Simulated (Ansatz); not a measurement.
ZnCu2SnSe4 (kesterite type, space group I-4)

```yaml
crystal:
  lattice:
    - [-2.84961, 2.84961, 5.69125]
    - [2.84961, -2.84961, 5.69125]
    - [2.84961, 2.84961, -5.69125]
  atoms:
    - { symbol: Cu, position: [0.00000, 0.00000, 0.00000] }
    - { symbol: Cu, position: [0.75000, 0.25000, 0.50000] }
    - { symbol: Zn, position: [0.25000, 0.75000, 0.50000] }
    - { symbol: Sn, position: [0.50000, 0.50000, 0.00000] }
    - { symbol: Se, position: [0.63688, 0.62917, 0.52591] }
    - { symbol: Se, position: [0.10326, 0.11097, 0.47409] }
    - { symbol: Se, position: [0.37083, 0.89674, 0.00771] }
    - { symbol: Se, position: [0.88903, 0.36312, 0.99229] }
```

The slice is a (001) plane (indices of the conventional cell) through the point (0.371, 0.897, 0.008) (fractional), spanned by u = [101] and v = [011] in vectors of this cell: u (5.70 Å) and v (5.70 Å, at 90° to u). It covers one period; positions are fractions (u, v).

Calculation: r2SCAN (plane waves to 500 eV, PAW, scalar-relativistic; Ansatz, a program for electronic structure). k mesh 8×8×8. Inside the PAW spheres the values are not all-electron values, and peaks at nuclei hang on which shells count as valence. ZnCu2SnSe4 is run without spin polarisation. ZnCu2SnSe4 was relaxed with its symmetry unable to fall.

Problem. Predict the map of the valence electron density on the slice.

Solution. 
```
|9976543221100000000122345679|
|8765443221100000000122344567|
|6654433221110000001122334456|
|5544433221111000011122334445|
|4443332222111111111122233344|
|3333322222211111111222223333|
|3322222222222222222222222223|
|2222222222222333322222222222|
|1111122222333333333322221111|
|1111112223334444443332211111|
|0001112223344455444332211100|
|0000112233445666654432211000|
|0000112233456788765433211000|
|0000012234457899875433211000|
|0000012234457899875443211000|
|0000112234457899875433211000|
|0000112233456788765433211000|
|0011112233445566554432211110|
|1111112223344455444332211111|
|2222222222333444433322222222|
|2222222222233333332222222222|
|3333322222222222222222222333|
|4443332222222222211222233344|
|5544433222111111111122233445|
|6654433221111000011122334456|
|8765443221110000001122344567|
|9976543221100000000122345679|
|9986543321100000000122345689|
```
Scale: ten equal steps from -1.81 (start of '0') to 1.66 (end of '9'), in the order '0123456789'. Values: log₁₀ of the valence density in e/Å³. The map has 28 points along u (one character each, u = 0 at the left) and 28 along v (v = 0 in the bottom row). The scale is logarithmic, as a density can span decades between atoms and voids.
